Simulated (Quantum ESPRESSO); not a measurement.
## Kohn-Sham bands of TaC (rock salt)

```xyz
2
Lattice="0.0000 2.2339 2.2339 2.2339 0.0000 2.2339 2.2339 2.2339 0.0000" Properties=species:S:1:pos:R:3 pbc="T T T"
Ta     0.0000     0.0000     0.0000
C      2.2339     2.2339     2.2339
```

Cell from Materials Project (mp-1086), symmetrised, no further relaxation. COD (Crystallography Open Database) has an entry of this formula and space group (matched by these alone). Method: PBEsol plane waves in Quantum ESPRESSO 7.5 (PseudoDojo norm-conserving files, 66 Ry, no spin polarisation, no spin-orbit coupling), Bloch states on a 12×12×12 mesh through Γ, Wannier90 4.0.1. Density: 12×12×12 mesh, cold smearing 0.01 Ry. Spin-orbit coupling is left out although heavy elements are present.

**Question.** List the Kohn-Sham levels between −8 and 3.0 eV relative to the Fermi level at the high-symmetry points, as a band run of pw.x on that density gives them (levels within 2 meV counted together).

**Answer.** 
```tsv
point	k (reciprocal lattice)	levels (eV)
Γ	0.000 0.000 0.000	-1.31 (×3), -0.44 (×3), 0.66 (×2)
X	0.500 0.000 0.500	-4.58, -4.50, -1.73 (×2), 2.60
U	0.625 0.250 0.625	-5.85, -4.86, -3.78, -0.60
K	0.375 0.375 0.750	-5.85, -4.86, -3.78, -0.60
L	0.500 0.500 0.500	-5.42 (×2), 2.71 (×2)
W	0.500 0.250 0.750	-5.24, -4.95 (×2), 1.62 (×2)
```
